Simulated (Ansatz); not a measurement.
Ti3AlC2:
Space group P6₃/mmc (No. 194); a = b = 3.051 Å, c = 18.498 Å, α = β = 90.00°, γ = 120.00°

| atom | site | symmetry | x | y | z |
|---|---|---|---|---|---|
| Ti | 4f | 3m. | 0.6667 | 0.3333 | 0.1269 |
| Ti | 2a | -3m. | 0.0000 | 0.0000 | 0.0000 |
| Al | 2b | -6m2 | 0.0000 | 0.0000 | 0.2500 |
| C | 4f | 3m. | 0.3333 | 0.6667 | 0.0692 |

Relaxed with PBEsol.

**Question.** Which orbitals make up the states near the Fermi level in DFT-PBEsol in the program Ansatz with PAW potentials?

**Answer.** Within 0.5 eV of the Fermi level: Ti 3d 79 %, Al 3p 11 %. Projections are on Löwdin-orthogonalised atomic valence shells; empty p or d shells of many metals are not among them.

**Question.** Tabulate the density of states.

**Answer.** States/eV per cell of 12 atoms, in 0.25 eV bins, energy from the Fermi level.

| E (eV) | total | Ti 3d | C 2p | Al 3p |
|---|---|---|---|---|
| -7.85 | 0.00 | 0.00 | 0.00 | 0.00 |
| -7.60 | 0.37 | 0.01 | 0.01 | 0.02 |
| -7.35 | 0.85 | 0.03 | 0.02 | 0.11 |
| -7.10 | 0.85 | 0.04 | 0.02 | 0.19 |
| -6.85 | 0.85 | 0.06 | 0.02 | 0.23 |
| -6.60 | 0.84 | 0.07 | 0.02 | 0.26 |
| -6.35 | 0.85 | 0.08 | 0.02 | 0.29 |
| -6.10 | 0.87 | 0.09 | 0.03 | 0.30 |
| -5.85 | 0.89 | 0.11 | 0.04 | 0.31 |
| -5.60 | 1.07 | 0.16 | 0.10 | 0.34 |
| -5.35 | 3.04 | 0.78 | 0.94 | 0.41 |
| -5.10 | 3.15 | 0.88 | 1.11 | 0.32 |
| -4.85 | 2.75 | 0.80 | 1.09 | 0.22 |
| -4.60 | 4.15 | 1.25 | 1.78 | 0.25 |
| -4.35 | 5.70 | 1.67 | 2.35 | 0.45 |
| -4.10 | 2.99 | 0.76 | 1.20 | 0.33 |
| -3.85 | 8.02 | 2.15 | 4.03 | 0.48 |
| -3.60 | 7.15 | 2.01 | 3.34 | 0.56 |
| -3.35 | 6.00 | 2.00 | 2.36 | 0.46 |
| -3.10 | 8.37 | 3.23 | 4.21 | 0.25 |
| -2.85 | 11.28 | 4.56 | 5.47 | 0.52 |
| -2.60 | 20.04 | 9.04 | 9.72 | 0.32 |
| -2.35 | 11.46 | 5.00 | 5.09 | 0.42 |
| -2.10 | 3.90 | 1.73 | 1.50 | 0.43 |
| -1.85 | 5.04 | 2.21 | 1.89 | 0.66 |
| -1.60 | 5.03 | 2.23 | 1.89 | 0.65 |
| -1.35 | 4.19 | 2.13 | 0.45 | 1.20 |
| -1.10 | 9.26 | 4.85 | 0.91 | 2.70 |
| -0.85 | 9.33 | 5.36 | 0.43 | 2.80 |
| -0.60 | 5.61 | 3.68 | 0.30 | 1.21 |
| -0.35 | 4.64 | 3.39 | 0.26 | 0.69 |
| -0.10 | 3.90 | 3.03 | 0.19 | 0.44 |
| 0.15 | 3.10 | 2.55 | 0.12 | 0.24 |
| 0.40 | 4.06 | 3.48 | 0.15 | 0.21 |
| 0.65 | 4.93 | 4.34 | 0.18 | 0.22 |
| 0.90 | 4.56 | 4.02 | 0.21 | 0.19 |
| 1.15 | 4.06 | 3.50 | 0.26 | 0.16 |
| 1.40 | 6.52 | 5.52 | 0.45 | 0.28 |
| 1.65 | 9.32 | 7.95 | 0.57 | 0.36 |
| 1.90 | 12.26 | 10.07 | 0.84 | 0.52 |
| 2.15 | 8.64 | 7.16 | 0.52 | 0.40 |
| 2.40 | 8.77 | 7.29 | 0.47 | 0.57 |
| 2.65 | 9.87 | 8.12 | 0.66 | 0.62 |
| 2.90 | 14.65 | 12.71 | 0.87 | 0.46 |
| 3.15 | 18.27 | 16.04 | 0.84 | 0.71 |
| 3.40 | 10.37 | 8.51 | 0.66 | 0.61 |
| 3.65 | 8.12 | 6.07 | 0.67 | 0.71 |
| 3.90 | 8.44 | 5.40 | 1.52 | 0.68 |
| 4.15 | 11.03 | 6.75 | 2.36 | 0.71 |
| 4.40 | 6.52 | 3.65 | 1.35 | 0.61 |
| 4.65 | 9.26 | 4.93 | 1.94 | 0.73 |

Space group P6_3/mmc. The workflow started from a Materials Project entry (that database holds measured and hypothetical structures alike); the Crystallography Open Database files this formula in space group No. 194, but the cells were not matched. Whether it is the stable phase at ambient conditions was not checked. The PBEsol relaxation kept the symmetry of its start; whether a distortion lowers the energy is not shown. No spin polarisation was allowed.

Potentials: the later of the program's two PAW sets.
